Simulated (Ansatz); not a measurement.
Property card for Sb

Sb:
```xyz
2
Lattice="0.0000 3.4371 3.4371 3.4371 0.0000 3.4371 3.4371 3.4371 0.0000" Properties=species:S:1:pos:R:3 pbc="T T T"
Sb     0.0000     0.0000     0.0000
Sb     1.7185     1.7185     1.7185
```

Space group Fd-3m (No. 227), diamond; conventional cell a = 6.874 Å, b = 6.874 Å, c = 6.874 Å, α = 90.00°, β = 90.00°, γ = 90.00°.

Method: the program Ansatz at the PBEsol level (PAW). Structure relaxed to zero pressure with the same functional. Other levels are named where they apply.

Cell and energy:

```yaml
volume_per_atom: 40.60 Å³
density: 4.98 g/cm³
```

Electronic structure:

```yaml
electronic_character: metallic (no gap)
Density of states at the Fermi level: 0.58 states/eV per atom (mean over ±0.08 eV)
Gap with spin–orbit coupling: none (metallic)
```

Mechanics:

```yaml
Bulk modulus (Birch–Murnaghan fit): 34.8 GPa
Pressure derivative B′: 4.1
Elastic constants (relaxed ions, GPa): C11 = 27.8, C12 = 38.1, C44 = -20.5
mechanical_stability: unstable (C has a negative eigenvalue)
```

Phonons:

```yaml
highest_zone_centre_frequency: 129 cm⁻¹
zone_centre_stability: no imaginary mode at Γ
```

The start of the workflow was typed in or built on a structure type; neither database checked (COD, Materials Project) lists it. It is not the phase usual at ambient conditions (space group No. 166). Symmetry was held in the PBEsol relaxation. As this level gives no gap, shear constants depend on the k-mesh and smearing (Fermi–Dirac, 0.1 eV here). As this level gives no gap, phonon frequencies hold no LO–TO term and depend on the k-mesh and smearing (Fermi–Dirac, 0.1 eV here). Scalar-relativistic: spin–orbit coupling is off unless named, which matters more the heavier the elements.

Potentials: the earlier of the program's two PAW sets. The files were generated under PBE; for other functionals the program regenerates the frozen cores, and for LDA and PBEsol the local potential too.
